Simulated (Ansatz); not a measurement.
CdS (wurtzite, P6_3mc), the program Ansatz at the PBE level (PAW). The conduction-band minimum lies at Γ, with 1 equivalent valley. Second derivatives d²E/dk² of the lowest band at one valley (eV·Å²), along Cartesian directions:

| direction | d²E/dk² |
|---|---|
| [100] | 59.98 |
| [010] | 59.98 |
| [001] | 64.24 |
| [110] | 59.98 |
| [101] | 62.13 |
| [011] | 62.13 |

Task: Find the principal effective masses, the density-of-states mass and the conductivity mass.

Result: Off-diagonal terms follow from H_xy = H[110] − (H_xx + H_yy)/2, and m*/mₑ = 7.620 eV·Å² over each eigenvalue: 0.12, 0.13, 0.13. One valley's DOS mass (m₁m₂m₃)^(1/3) = 0.12, conductivity mass 3/(Σ 1/mᵢ) = 0.12 mₑ.

Task: What effective density of states Nc follows at 300 K for parabolic valleys?

Result: Nc = 2.509e19 × 1 × (0.12)^(3/2) ≈ 1.0e18 cm⁻³.

Symmetry was held in the PBE relaxation. Scalar-relativistic: spin–orbit coupling is off unless named, which matters more the heavier the elements.

Potentials: the later of the program's two PAW sets.

Edges and masses are those of Kohn–Sham bands, whose gap is no quasiparticle gap.
